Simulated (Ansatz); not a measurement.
MgCd:
```yaml
crystal:
  lattice:
    - [4.91852, 0.00000, 0.00000]
    - [0.00000, 3.23943, 0.00000]
    - [0.00000, 0.00000, 5.15295]
  atoms:
    - { symbol: Cd, position: [0.25000, 0.00000, 0.18321] }
    - { symbol: Cd, position: [0.75000, 0.00000, 0.81679] }
    - { symbol: Mg, position: [0.25000, 0.50000, 0.68802] }
    - { symbol: Mg, position: [0.75000, 0.50000, 0.31198] }
```

Relaxed with PBEsol. Special points in fractions of this cell's reciprocal vectors: Γ (0.000, 0.000, 0.000); X (0.500, 0.000, 0.000); S (0.500, 0.500, 0.000); Y (0.000, 0.500, 0.000); Z (0.000, 0.000, 0.500); U (0.500, 0.000, 0.500); R (0.500, 0.500, 0.500); T (0.000, 0.500, 0.500).

Question: List the band energies nearest the Fermi level at these points for DFT-PBEsol in the program Ansatz with PAW potentials.

Answer: In eV from the Fermi level; about four levels below and three above (degenerate sets whole), none deeper than 8.9 eV; points with the same levels are listed once.

```json
[
 {"k": "Γ", "below": "-2.59 -2.40 -2.11 -0.22", "above": "3.36 3.63 4.96"},
 {"k": "X", "below": "-6.73 -6.73 -1.11 -1.11", "above": "0.21 0.21 6.24 6.24"},
 {"k": "S", "below": "-3.17 -3.17 -2.40 -2.40", "above": "2.09 2.09 3.48 3.48"},
 {"k": "Y", "below": "-8.53 -8.37 -4.52 -4.25", "above": "0.84 0.85 1.08"},
 {"k": "Z", "below": "-7.13 -6.59 -0.67 -0.02", "above": "0.16 0.28 4.58"},
 {"k": "U", "below": "-5.45 -5.45 -4.71 -4.71", "above": "5.91 5.91 6.70 6.70"},
 {"k": "R", "below": "-1.76 -1.76 -1.44 -1.44", "above": "0.60 0.60 8.88 8.88"},
 {"k": "T", "below": "-3.48 -3.06 -2.82 -2.24", "above": "2.47 3.25 3.35"}
]
```

Space group Pmma. The workflow started from an entry of the Crystallography Open Database (COD). Whether it is the stable phase at ambient conditions was not checked. Symmetry was held in the PBEsol relaxation; whether a distortion lowers the energy is not shown. Spin–orbit coupling is left out wherever it is not named.

Potentials: the later of the program's two PAW sets.
